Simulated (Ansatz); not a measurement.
Consider the following.

TePb:
```
TePb
1.0
    0.00000     3.26727     3.26727
    3.26727     0.00000     3.26727
    3.26727     3.26727     0.00000
Pb Te
1 1
Direct
  0.00000   0.00000   0.00000
  0.50000   0.50000   0.50000
```

This is the r²SCAN-relaxed structure.

Problem. All from plane-wave PAW r²SCAN (Ansatz code), unless another level is named. Predict the Hill bulk and shear moduli.

Solution. 42.2 and 26.3 GPa.

Problem. Next, the elastic constants (relaxed ions, GPa)?

Solution. C11 = 115, C12 = 5.9, C44 = 15.4.

Space group Fm-3m (rock salt). The cell was relaxed with r²SCAN under the symmetry of its start. The volume moved by -30 % from the start of the relaxation. Scalar-relativistic: spin–orbit coupling is off unless named, which matters more the heavier the elements.

Potentials: the later of the program's two PAW sets.
